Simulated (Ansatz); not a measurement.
A 2-atom cell of AgCl started from a crystallographic database, relaxed with r2SCAN: 4 runs in Ansatz 0.2.0, each a construction of maximally localised Wannier functions. It is cubic, Fm-3m (No. 225); a = 5.546 Å in the conventional setting, 21.33 Å³ an atom. Ag is surrounded by 6 Cl at 2.77 Å; Cl is surrounded by 6 Ag at 2.77 Å. No spin polarisation and no zero-point or thermal motion.

```
CELL_PARAMETERS angstrom
0.00000 2.77317 2.77317
2.77317 0.00000 2.77317
2.77317 2.77317 0.00000
ATOMIC_POSITIONS crystal
Ag 0.00000 0.00000 0.00000
Cl 0.50000 0.50000 0.50000
```

Windows count from the top of the filled bands; a dash means that no such window was set (without an outer window there is no disentanglement). Rows marked drawn have settings drawn at random (some not listed).

```csv
functional,SCF mesh,trial orbitals,functions,mesh,window (eV),frozen (eV),settings,Ω total (Å²),Ω invariant (Å²),largest spread (Å²),least projectability,"interpolation miss of the model's filled bands (eV, to the nearest computed level)"
PBE,6×6×6,"Ag d, Cl p",8,6×6×6,–,–,chosen,8.47,8.27,1.55,0.88,0.017
r2SCAN,6×6×6,"Ag d, Cl p",8,6×6×6,–,–,chosen,8.20,8.03,1.49,0.90,0.012
PBE,6×6×6,"Ag d, Cl p",8,6×6×6,-14.2 to +5.8,–,drawn,7.70,7.57,1.35,0.90,0.425
```

**Question.** Estimate from these rows what the further settings give.
```csv
functional,SCF mesh,trial orbitals,functions,mesh,window (eV),frozen (eV),settings
PBE,6×6×6,Ag d,5,6×6×6,-22.9 to +20.3,–,drawn
```

**Answer.**

| functional | SCF mesh | trial orbitals | functions | mesh | window (eV) | frozen (eV) | settings | Ω total (Å²) | Ω invariant (Å²) | largest spread (Å²) | least projectability | interpolation miss of the model's filled bands (eV, to the nearest computed level) |
| --- | --- | --- | --- | --- | --- | --- | --- | --- | --- | --- | --- | --- |
| PBE | 6×6×6 | Ag d | 5 | 6×6×6 | -22.9 to +20.3 | – | drawn | 2.95 | 2.95 | 0.59 | 0.95 | 0.453 |

Spin-orbit coupling is left out.
